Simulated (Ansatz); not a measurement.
ZrIr (rock salt), relaxed with PBE (Ansatz, a first-principles code, plane waves, PAW): a = 5.428 Å, b = 5.428 Å, c = 5.428 Å, α = 90.00°, β = 90.00°, γ = 90.00°.

ΔH_f (eV/atom): -0.49
B₀ by P(V) fit (GPa): 155

Problem. The same phase is relaxed and computed with PBEsol in the same code. What are the cell and these values now?

Solution. a = b = c = 5.363 Å, α = β = γ = 90.00°.

- ΔH_f (eV/atom): -0.43
- B₀ by P(V) fit (GPa): 170

Typed or built starts, not in the databases checked: ZrIr, rock salt. All cells were relaxed under the symmetry of their starts (and spin orders); stability against distortions was not tested throughout. Rows with no word on spin ran without spin polarisation. Spin–orbit coupling is left out wherever it is not named.

Potentials: the later of the program's two PAW sets.

Ansatz is a plane-wave DFT program.

Formation energies count from the lowest solids of the elements computed at the same level, not from gases.
